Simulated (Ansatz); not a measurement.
Level of theory: DFT PBE, scalar-relativistic, plane waves, PAW in Ansatz 0.2.0. All cells share a 420 eV cutoff and Γ-centred k meshes spaced at most about 0.3 Å⁻¹ (about 0.25 or finer for metals, 2π included). No spin polarisation in the final relaxations.

All energies are static (0 K, no zero-point motion).

Two forms of Zr4Cl were relaxed alike.

A.

```
Zr Cl
1.0
     4.83059    0.00000    0.00000
     0.00000    4.83059    0.00000
     0.00000    0.00000    4.83059
Zr Cl
4 1
Direct
  0.50000 0.00000 0.00000
  0.00000 0.50000 0.00000
  0.00000 0.00000 0.50000
  0.50000 0.50000 0.50000
  0.00000 0.00000 0.00000
```

B.

```
Zr Cl
1.0
     8.03043    0.00000    0.00000
     0.00000    8.03043    0.00000
     0.00000    0.00000    2.88478
Zr Cl
4 1
Direct
  0.69897 0.00000 0.50000
  0.30103 0.00000 0.50000
  0.00000 0.69897 0.50000
  0.00000 0.30103 0.50000
  0.00000 0.00000 0.50000
```

Problem. Which is lower in energy, and by how much?

Solution. A is lower, by 1.24 eV/atom. A has space group Pm-3m (No. 221), 22.5 Å³/atom and no gap on its mesh; B has space group P4/mmm (No. 123), 37.2 Å³/atom and no gap. Counting Zr atoms around Cl (those within 1.25 times the shortest such distance or 1.15 times the sum of covalent radii), A has Cl 6 and B has Cl 4. The denser one is the lower, and pressure would at first widen the difference. In A, Zr on a site of symmetry 4/mmm has 2 Cl at 2.42 Å and 12 Zr at 3.42 Å; around Zr on a site of symmetry m-3m lie 12 Zr at 3.42 Å; Cl is surrounded by 6 Zr at 2.42 Å. In B, Zr has 1 Cl at 2.42 Å, 2 Zr at 2.88 Å, 1 Zr at 3.20 Å and 2 Zr at 3.42 Å; Cl is surrounded by 4 Zr at 2.42 Å and 2 Cl at 2.88 Å. Both come from invented guesses. A third cell relaxed alike, in I4/mmm, lies 134 meV/atom below the lower of the two.

A magnetic state wasn't ruled out in cells without spin, among them P4/mmm. Cells relaxed within their symmetry can be saddle points.
